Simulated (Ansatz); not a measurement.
## Stationary points along a deformation path in InO

Method: DFT PBE+D3(BJ), scalar-relativistic, plane waves, PAW (Ansatz). Cutoff 420 eV, Γ-centred 12×12×4 k-points, Gaussian smearing of 0.03 eV. No spin polarisation. Energies are free energies at this smearing, counted from the undisturbed cell; pressure is positive in compression.

The undisturbed cell (as given, not relaxed at this level; it stands at -0.6 GPa, and it needn't be the usual structure):

```
In O
1.0
     3.45361    0.00000    0.00000
    -1.72681    2.99092    0.00000
     0.00000    0.00000   15.87710
In O
2 2
Cartesian
  1.7268 0.9970 9.3678
  1.7268 0.9970 6.5093
  3.4536 0.0000 10.1592
  3.4536 0.0000 5.7179
```

At fixed volume and fractional coordinates, lengths along (0.000, 0.000, 1.000) are scaled against those across it; ρ is that ratio over its starting value. V = 41.001 Å³/atom. Δσ is the stress along the axis less the mean stress across it (compression positive).

| ρ | ΔE (meV/atom) | Δσ (GPa) | space group |
| --- | --- | --- | --- |
| 0.850 | 143.8 | 10.30 | P-6m2 |
| 0.920 | 39.6 | 5.23 | P-6m2 |
| 1.000 | 0.0 | 0.40 | P-6m2 |
| 1.100 | 35.4 | -4.67 | P-6m2 |
| 1.200 | 135.4 | -8.72 | P-6m2 |

Q: How does the stress give the slope of the energy, and where is the energy stationary?

A: Along the path d ln(length) is 2/3 d ln ρ on the axis and −1/3 d ln ρ across it, so dE/d ln ρ = −(2/3) V Δσ: the energy falls with ρ where Δσ is positive. Δσ vanishes or changes sign between ρ = 1.000 and 1.100, a minimum (near 1.01 by linear interpolation). Pairs of stationary points between two samples would go unseen, and could change a minimum read from distant neighbours into a maximum.

Q: Integrate that slope from ρ = 1 to 0.850 by the trapezoid rule.

A: With V/N in Å³ and 1 eV/Å³ = 160.2 GPa the slopes at ρ = 1.000, 0.920, 0.850 are -69, -893, -1758 meV/atom per unit of ln ρ. The steps add 40.1 + 104.9 = 144.9 meV/atom, against 143.8 from the energies; the trapezoid rule misses the curvature of the slope within each step.

Forces appear on the atoms along this scan, and letting them relax would lower the energy and soften the response. The gap closes along the scan, which can put kinks into the curve.